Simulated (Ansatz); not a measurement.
# Elastic constants of Ag at 5 GPa (stress–strain coefficients): input and output

All numbers below come from DFT LDA, scalar-relativistic, plane waves, PAW (Ansatz).

Launched with:
```bash
ansatz run input.yaml --threads 1 --pin off --max-ram 3072MiB --backend cpu --events-out ev --progress --plain --runs-dir out
```

Input (bare energies are in eV):
```yaml
crystal:
  lattice:
    - [2.7953814038, 0.0, 0.0]
    - [-1.3976907019, 2.4208713089, 0.0]
    - [0.0, 0.0, 4.5875874633]
  atoms:
    - { symbol: Ag, position: [0.3333333333, 0.6666666667, 0.25] }
    - { symbol: Ag, position: [0.6666666667, 0.3333333333, 0.75] }
basis:
  ecutwfc: 420
kpoints:
  mp_grid: { grid: [18, 18, 10] }
hamiltonian:
  xc: lda
scf:
  occupations: { method: fermi_dirac, width: 0.15 }
output:
  forces: true
  stress: true
  eigenvalues: true
elastic:
  mode: relaxed_ion
  amplitude: 0.005
```

From the output:
```
--- Elastic constants: 3 strain directions × 4 members + reference (group order 24) ---
  dense FFT box of the reference and of every strained cell: 20×20×32
  strains applied: 11, 33, 23; error gains: componentwise 1.00 (the most a stress slope's error grows in a printed constant), spectral 1.41 (1 for all six strains in a standard setting)
  C = ∂σ_k/∂η_j (tension-positive GPa; Voigt order 11 22 33 23 13 12):
       229.154    151.447    115.374     -0.000      0.000      0.000
       151.447    229.154    115.374     -0.000      0.000      0.000
       115.370    115.370    261.457     -0.000      0.000      0.000
         0.000     -0.000      0.000     35.343     -0.000     -0.000
         0.000     -0.000     -0.000     -0.000     35.343     -0.000
         0.000      0.000      0.000     -0.000      0.000     38.853
  reference stress σ⁰ (GPa):     -4.999     -4.999     -5.001      0.000     -0.000      0.000
  C* (energy form; C + prestress term) asymmetry max|C*_kj − C*_jk| = 5.041e-3 GPa — a small one proves nothing (zero by symmetry where the batch's group is 432, −43m or m−3m); a large one is finite-difference/SCF noise where every solve ...
  moduli (Voigt/Reuss/Hill, GPa): K = 164.91/164.90/164.90   G = 44.41/41.11/42.76   E = 118.07   ν = 0.381
  mechanically stable: yes (min eigenvalue of sym C = 35.34 GPa)
  harmonic check of the ions' relaxations: strain 23: 1 pair too noisy to judge
  the stresses are not corrected for the forces that the relaxations left standing (`elastic.f_tol`)
  strain η (Voigt 11):  stress-route row diagonal C_11 = 229.15 GPa, energy-path curvature d²(F+E_count+ΔE)/dδ²/Ω₀ = 229.16 GPa
    cells at ±δ against ±2δ: C11 229.26 and 229.59 GPa, apart by 0.14 % of the column's largest entry
         δ    σ_11 (GPa) F (eV) n_scf n_hpsi n_pw
    -1.000e-2      -7.4099      -14916.2843052       2  101866    618   relax 5 steps, max|allowed force component| 1.09e-7 eV/Å
    -5.000e-3      -6.1741      -14916.2908801       2  101640    622   relax 3 steps, max|allowed force component| 2.48e-6 eV/Å
     5.000e-3      -3.8815      -14916.3005862       2  101769    624   relax 3 steps, max|allowed force component| 2.50e-6 eV/Å
     1.000e-2      -2.8181      -14916.3038281       2  101819    628   relax 2 steps, max|allowed force component| 3.62e-5 eV/Å
  strain η (Voigt 33):  stress-route row diagonal C_33 = 261.46 GPa, energy-path curvature d²(F+E_count+ΔE)/dδ²/Ω₀ = 261.48 GPa
    cells at ±δ against ±2δ: C33 261.53 and 261.75 GPa, apart by 0.08 % of the column's largest entry
         δ    σ_33 (GPa) F (eV) n_scf n_hpsi n_pw
    -1.000e-2      -7.7350      -14916.2839881       9  101967    616   relax 0 steps, max|allowed force component| 1.85e-17 eV/Å
    -5.000e-3      -6.3377      -14916.2908008       4   69545    617   relax 0 steps, max|allowed force component| 4.63e-18 eV/Å
     5.000e-3      -3.7224      -14916.3005098       4   65316    624   relax 0 steps, max|allowed force component| 1.16e-17 eV/Å
     1.000e-2      -2.5000      -14916.3035202       6   78467    640   relax 0 steps, max|allowed force component| 1.79e-17 eV/Å
  strain η (Voigt 23):  stress-route row diagonal C_44 = 35.34 GPa, energy-path curvature d²(F+E_count+ΔE)/dδ²/Ω₀ = 37.85 GPa
    cells at ±δ against ±2δ: C14 0.00 and 0.00 GPa, apart by 0.01 % of the column's largest entry
         δ    σ_23 (GPa) F (eV) n_scf n_hpsi n_pw
    -1.000e-2      -0.3535      -14916.2959218       2  161817    623   relax 3 steps, max|allowed force component| 1.91e-5 eV/Å
    -5.000e-3      -0.1767      -14916.2961970       2  161940    623   relax 2 steps, max|allowed force component| 8.34e-6 eV/Å
     5.000e-3       0.1767      -14916.2961970       2  162103    623   relax 3 steps, max|allowed force component| 3.46e-6 eV/Å
     1.000e-2       0.3535      -14916.2959218       2  161878    623   relax 3 steps, max|allowed force component| 1.91e-5 eV/Å
```

It took 7.7 min on 1 thread of AMD EPYC 7R43 64-Core Processor (Zen 3), on a shared host, peak memory 0.81 GiB.

In a metal, frequencies and elastic constants depend on the k mesh and the smearing, soft modes and shear constants most. Other phases may be more stable at this pressure.

This form isn't the element's structure at ambient conditions.